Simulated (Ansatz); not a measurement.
TiPt₃:
```cif
data_Pt12Ti4
_chemical_formula_sum 'Ti4 Pt12'
_space_group_name_H-M_alt 'P 1'
_space_group_IT_number 1
_cell_length_a 5.52069
_cell_length_b 5.52069
_cell_length_c 8.98696
_cell_angle_alpha 90.000
_cell_angle_beta 90.000
_cell_angle_gamma 120.000
loop_
_space_group_symop_operation_xyz
  'x, y, z'
loop_
_atom_site_label
_atom_site_type_symbol
_atom_site_fract_x
_atom_site_fract_y
_atom_site_fract_z
_atom_site_occupancy
Ti1 Ti 0.00000 0.00000 0.00000 1
Ti2 Ti 0.00000 0.00000 0.50000 1
Ti3 Ti 0.66667 0.33333 0.75000 1
Ti4 Ti 0.33333 0.66667 0.25000 1
Pt1 Pt 0.50000 0.00000 0.00000 1
Pt2 Pt 0.50000 0.50000 0.50000 1
Pt3 Pt 0.00000 0.50000 0.00000 1
Pt4 Pt 0.50000 0.00000 0.50000 1
Pt5 Pt 0.50000 0.50000 0.00000 1
Pt6 Pt 0.00000 0.50000 0.50000 1
Pt7 Pt 0.66610 0.83305 0.75000 1
Pt8 Pt 0.33390 0.16695 0.25000 1
Pt9 Pt 0.83305 0.66610 0.25000 1
Pt10 Pt 0.16695 0.33390 0.75000 1
Pt11 Pt 0.16695 0.83305 0.75000 1
Pt12 Pt 0.83305 0.16695 0.25000 1
```

Relaxed with PBEsol.

Question: Which orbitals make up the states near the Fermi level in PBEsol (plane waves, PAW; program Ansatz)?

Answer: Within 0.5 eV of the Fermi level: Pt 5d 54 %, Ti 3d 39 %. Projections are on Löwdin-orthogonalised atomic valence shells; empty p or d shells of many metals are not among them.

Question: Tabulate the density of states.

Answer: States/eV per cell of 16 atoms, in 0.25 eV bins, energy from the Fermi level.

```csv
E (eV),total,Pt 5d,Ti 3d,Pt 6s
-7.85,3.17,0.54,0.06,2.17
-7.60,2.21,0.50,0.06,1.43
-7.35,4.56,1.58,0.19,2.23
-7.10,10.73,5.07,0.65,4.22
-6.85,12.18,7.64,0.87,3.03
-6.60,14.93,10.39,1.06,2.78
-6.35,17.47,13.23,1.19,2.10
-6.10,24.90,19.97,1.56,2.13
-5.85,26.59,22.20,1.70,1.60
-5.60,21.45,18.78,1.27,0.73
-5.35,19.17,16.68,1.13,0.67
-5.10,15.83,13.86,0.80,0.55
-4.85,20.20,17.89,0.90,0.72
-4.60,19.21,17.03,0.83,0.77
-4.35,20.63,17.99,1.07,0.91
-4.10,24.30,21.24,1.41,0.95
-3.85,22.05,18.99,1.54,0.85
-3.60,22.40,19.20,1.66,0.82
-3.35,21.51,18.38,1.70,0.77
-3.10,28.81,24.27,2.74,1.11
-2.85,23.57,19.65,2.51,0.80
-2.60,21.22,17.31,2.44,0.77
-2.35,19.40,15.63,2.12,0.79
-2.10,20.23,16.56,2.16,0.67
-1.85,19.79,15.58,2.34,0.67
-1.60,16.44,11.50,2.67,0.76
-1.35,15.97,9.39,3.79,0.96
-1.10,10.97,7.65,1.67,0.50
-0.85,8.98,6.96,0.95,0.28
-0.60,8.30,6.95,0.65,0.17
-0.35,10.05,8.90,0.67,0.11
-0.10,5.41,4.75,0.34,0.09
0.15,7.06,2.73,3.34,0.61
0.40,16.59,4.03,11.61,0.43
0.65,27.17,6.16,19.20,0.74
0.90,26.24,7.12,16.65,1.21
1.15,23.59,7.30,14.22,1.29
1.40,20.50,5.78,12.65,1.22
1.65,14.84,3.60,9.04,1.36
1.90,13.67,2.97,8.82,1.02
2.15,5.93,1.14,2.78,1.09
2.40,5.04,0.94,1.92,1.17
2.65,3.30,0.53,1.17,0.68
2.90,3.67,0.49,1.27,0.63
3.15,5.27,0.63,1.76,1.11
3.40,5.42,0.61,1.57,1.17
3.65,5.44,0.57,1.26,1.29
3.90,5.17,0.51,1.00,1.31
4.15,4.46,0.39,0.76,1.24
4.40,4.45,0.36,0.64,1.23
4.65,4.45,0.33,0.52,1.30
```

Space group P6_3/mmc. The first step of the workflow began from a Materials Project structure, measured or hypothetical; the Crystallography Open Database copy checked does not list it. COD files the formula under space group No. 164, 221. Whether it is the stable phase at ambient conditions was not checked. The cell was relaxed with PBEsol under the symmetry of its start; its stability against distortions is not shown here. The run is not spin-polarised. Spin–orbit coupling is left out wherever it is not named.

Potentials: the later of the program's two PAW sets.
